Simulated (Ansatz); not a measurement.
Kick test of a cell of Mg₃CdSe₄

The structure comes from a generated guess, relaxed at this level; another structure or a mixture of phases may lie lower.

Theory: Ansatz 0.2.0, DFT PBE, scalar-relativistic, plane waves, PAW. Plane waves to 420 eV, a k mesh through Γ of 12×12×12 on the computed 8-atom cell and Gaussian smearing (0.02 eV); no spin polarisation.

The cell below (8 atoms, space group R-3m (No. 166)) is relaxed within its symmetry.

```xyz
8
Lattice="1.9691 1.1369 12.8729 -1.9691 1.1369 12.8729 0.0000 -2.2738 12.8729" Properties=species:S:1:pos:R:3 pbc="T T T"
Mg    0.0000    0.0000    9.5980
Mg    0.0000    0.0000   19.3093
Mg    0.0000    0.0000   29.0206
Cd    0.0000    0.0000    0.0000
Se    0.0000    0.0000   24.0376
Se    0.0000    0.0000   33.7619
Se    0.0000    0.0000    4.8567
Se    0.0000    0.0000   14.5810
```

For the test it was strained at random (σ = 1.5 % a component), the atoms were moved at random (σ = 0.15 Å), and all was relaxed again on a coarse 6×6×6 mesh (in the run’s order of axes) with 0.10 eV smearing, with no symmetry imposed.

Problem. Is the structure stable against such a distortion?

Solution. It returns, within 1 meV/atom of the unmoved cell on that mesh and with the same symmetry when read at 0.1 Å. No instability shows in this cell; modes of other wave vectors, which need another repeat, aren't tested.
